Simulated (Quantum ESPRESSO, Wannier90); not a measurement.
## Wannierisation of PbSe (rock salt)

```yaml
crystal:
  lattice:
    - [0.00000, 3.09083, 3.09083]
    - [3.09083, 0.00000, 3.09083]
    - [3.09083, 3.09083, 0.00000]
  atoms:
    - { symbol: Pb, position: [0.00000, 0.00000, 0.00000] }
    - { symbol: Se, position: [0.50000, 0.50000, 0.50000] }
```

Materials Project entry mp-2201; symmetrised, unrelaxed at this level. COD (Crystallography Open Database) has an entry of this formula and space group (matched by these alone). Computed values, not measurements, from PBE: Quantum ESPRESSO (norm-conserving PseudoDojo potentials, cutoff 69 Ry, no spin polarisation, no spin-orbit coupling) on a Γ-centred 10×10×10 mesh, then Wannier90. Density: 10×10×10 mesh, cold smearing 0.01 Ry. Spin-orbit coupling is left out although heavy elements are present.

Valence charges of the files: Pb 14, Se 16. 25 bands were computed.

Isolated groups of bands, relative to the valence-band maximum (bands from 16 on overlap up to the last one computed):

```tsv
bands	from (eV)	to (eV)	filling	weight on atomic waves
1–5	-47.16	-47.15	filled	Se 3d 100 %
6–10	-16.85	-16.71	filled	Pb 5d 100 %
11	-13.33	-11.97	filled	Se 4s 80 %, Pb 6p 13 %, Pb 6s 5 %
12	-8.62	-6.33	filled	Pb 6s 76 %, Se 4p 16 %, Se 4s 7 %
13–15	-4.71	0.00	filled	Se 4p 70 %, Pb 6p 23 %, Pb 6s 5 %
```

Wanted is a model with the orbitals Pb s p, Se s p, without the filled groups that are mainly made of other shells (semicore states, and anion s where it isn't named); all higher bands stay in for disentanglement.

**Question.** Give num_wann, exclude_bands and num_bands, and the number of electrons that the model holds.

**Answer.** Electrons: 1×14 + 1×16 = 30, which fill 15 bands.
num_wann = 1×4 + 1×4 = 8.
exclude_bands = 1-10, 10 bands, so num_bands = 25 − 10 = 15.
The model holds 30 − 2×10 = 10 electrons. With the window frozen to 1.89 eV it follows pw.x to 1.4 meV rms (states up to 1.4 eV relative to the valence-band maximum).
